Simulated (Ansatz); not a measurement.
Phonon dispersion of Ti₂O

Computed with Ansatz 0.2.0, DFT PBEsol, scalar-relativistic, plane waves, PAW. Settings: 420 eV plane-wave cutoff, Γ-centred 18×18×10 mesh, Fermi-Dirac smearing of 0.15 eV. No spin polarisation. Phonons by linear response, acoustic sum rule imposed.

Relaxed structure:
```
CELL_PARAMETERS angstrom
2.95332 0.00000 0.00000
-1.47666 2.55765 0.00000
0.00000 0.00000 4.72922
ATOMIC_POSITIONS crystal
Ti 0.66667 0.33333 0.26209
Ti 0.33333 0.66667 0.73791
O 0.00000 0.00000 0.00000
```

In a metal, frequencies and elastic constants depend on the k mesh and the smearing, soft modes and shear constants most. Spin polarisation was left out, and a magnetic state may lie lower. Some empty bands missed the eigensolver's threshold. The q mesh is coarse, so values between its points are rough. A semilocal functional can close a gap that the real compound has.

Force constants from linear response on a 3×3×2 q mesh.

**Question.** Is the structure dynamically stable on the q mesh?

**Answer.** Yes, on this mesh: no mode is imaginary.

**Question.** Give the frequencies (cm⁻¹) at the points of high symmetry.

**Answer.**
| point | q | frequencies |
| --- | --- | --- |
| M | 0.500 0.000 0.000 | 209 221 241 247 294 339 436 438 484 |
| K | 0.333 0.333 0.000 | 216 216 268 268 288 346 436 470 470 |
| A | 0.000 0.000 0.500 | 114 114 163 163 244 263 434 434 520 |
| L | 0.500 0.000 0.500 | 197 210 236 263 287 332 434 450 476 |
| H | 0.333 0.333 0.500 | 229 229 260 260 303 331 433 473 473 |

Cost: 1 run of about 23 core-minutes, on Intel Xeon 6975P-C (Granite Rapids) (shared hosts).